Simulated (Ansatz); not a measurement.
AlGa₂N₃ (P3m1) at 2 levels of theory

One geometry, relaxed with PBE; plane waves with PAW potentials in Ansatz, scalar-relativistic. No spin polarisation. Gaps are the least over mesh and band path; pressure is positive in compression.

```
Al Ga N
1.0
     3.18200    0.00000    0.00000
    -1.59100    2.75570    0.00000
     0.00000    0.00000    7.79524
Al Ga N
1 2 3
Cartesian
  1.5910 0.9186 2.5964
  0.0000 0.0000 0.0215
  0.0000 1.8371 5.1766
  0.0000 1.8371 7.1429
  1.5910 0.9186 4.4962
  0.0000 0.0000 2.0032
```

```json
{"level": "PBE", "cutoff (eV)": "420", "k mesh": "12×12×4", "gap (eV)": "2.14", "pressure (GPa)": "0.0"}
```

Q: What comes out on the same cell with r2SCAN?

A:
```
 level  cutoff (eV)   k mesh  gap (eV)  pressure (GPa)
r2SCAN          500  12×12×4      2.59            -5.7
```

The structure comes from a generated guess; another structure or a mixture of phases may lie lower.
